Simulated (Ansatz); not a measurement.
La₂WN₄:
```
CELL_PARAMETERS angstrom
     -1.98921     1.98921     6.37420
      1.98921    -1.98921     6.37420
      1.98921     1.98921    -6.37420
ATOMIC_POSITIONS crystal
  W  0.00000 0.00000 0.00000
  La 0.35451 0.35451 0.00000
  La 0.64549 0.64549 0.00000
  N  0.50000 0.00000 0.50000
  N  0.00000 0.50000 0.50000
  N  0.16230 0.16230 0.00000
  N  0.83770 0.83770 0.00000
```

This is the r²SCAN-relaxed structure.

Q: All from DFT-r²SCAN in the program Ansatz with PAW potentials, unless another level is named. Give the electronic character.

A: metallic (no gap).

Q: Next, the formation energy from the elements (no fitted shifts)?

A: -1.32 eV/atom.

Q: Next, the density of states at the Fermi level?

A: 0.13 states/eV per atom (mean over ±0.08 eV).

Space group I4/mmm. The start of the workflow was typed in or built on a structure type; neither database checked (COD, Materials Project) lists it. Its standing as an ambient phase is unchecked. The r²SCAN relaxation kept the symmetry of its start; whether a distortion lowers the energy is not shown. The workflow began spin-polarised and lost its moments. The cell computed holds one magnetic atom, so no antiferromagnetic order was within reach. The volume moved by -15 % from the start of the relaxation. The references are the lowest solids computed at this level, not always the standard phases (solids in place of the gases). Spin–orbit coupling is left out wherever it is not named.

Potentials: the earlier of the program's two PAW sets.
